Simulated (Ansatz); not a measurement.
## TlPdCl3: rattling a relaxed structure

The structure comes from a generated guess, relaxed at this level; another structure or a mixture of phases may lie lower.

Level of theory: DFT PBE, scalar-relativistic, plane waves, PAW in Ansatz. Cutoff 420 eV; k points 8×8×8 on the computed 5-atom cell (Γ-centred); Gaussian smearing, width 0.10 eV; collinear spin from starting moments 0.0 0.3 0.0 0.0 0.0 μB.

The cell below (5 atoms, space group Pm-3m (No. 221)) is relaxed within its symmetry.

```
Tl Pd Cl
1.0
     4.97612    0.00000    0.00000
     0.00000    4.97612    0.00000
     0.00000    0.00000    4.97612
Tl Pd Cl
1 1 3
Cartesian
  2.4881 2.4881 2.4881
  0.0000 0.0000 0.0000
  2.4881 0.0000 0.0000
  0.0000 2.4881 0.0000
  0.0000 0.0000 2.4881
```

For the test a repeat of it with 10 atoms (edges 4.98, 4.98, 9.95 Å) was strained at random (σ = 1.5 % a component), the atoms were moved at random (σ = 0.15 Å), and all was relaxed again on a coarse 4×4×2 mesh (in the run’s order of axes) with 0.20 eV smearing, with no symmetry imposed.

Spin–orbit coupling, which can matter for Tl, is left out.

**Question.** Is the structure stable against such a distortion?

**Answer.** It returns, within 1 meV/atom of the unmoved cell on that mesh and with the same symmetry when read at 0.1 Å (P1 at 0.01 Å, so small strains and shifts remain). So it is stable against the distortions that fit this cell and that this random move excites. Modes that don't fit the cell aren't tested.
